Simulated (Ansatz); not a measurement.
PbS:
```
PbS
1.0
    0.00000     2.98717     2.98717
    2.98717     0.00000     2.98717
    2.98717     2.98717     0.00000
S Pb
1 1
Cartesian
  0.00000   0.00000   0.00000
  2.98717   2.98717   2.98717
```

Relaxed with r²SCAN.

Map the valence electron density (e/Å³), cut off at 1 on the plane through (0.000, 0.000, 0.000) spanned by u = [1, 0, 0] and v = [0, 1, -1] in lattice vectors, from r²SCAN (plane waves, PAW; program Ansatz).

x is the fraction of u, y of v (the angle between them is 90°; rows are the nearest grid lines); atoms in the plane: S at (0.00, 0.00), Pb at (0.50, 0.50).
```
|0399852100000012589930|
|3599842100000012489953|
|9999642100000012469999|
|9997532111111112357999|
|8865322111111112235688|
|5443222223443222223445|
|2222222357997532222222|
|1111123699999963211111|
|0001125999999995211000|
|0001137999999997311000|
|0001149999999999411000|
|0001149999999999411000|
|0001137999999997311000|
|0001125999999995211000|
|1111123699999963211111|
|2222222357997532222222|
|5443222223443222223445|
|8865322111111112235688|
|9997532111111112357999|
|9999642100000012469999|
|3599842100000012489953|
|0399852100000012589930|
```
Scale: ten equal steps from 0.000 (start of '0') to 1.00 (end of '9'), in the order '0123456789'; x runs from 0.000 to 1.00, y from 0.000 (bottom) to 1.00 (top).

The density is the valence pseudo-density with augmentation charge, so density and ELF within about 1 Å of a nucleus are not all-electron values.

Space group Fm-3m (rock salt). The r²SCAN relaxation kept the symmetry of its start; of distortions, only those at the zone centre were tested. Spin–orbit coupling is left out wherever it is not named.

Potentials: the later of the program's two PAW sets.
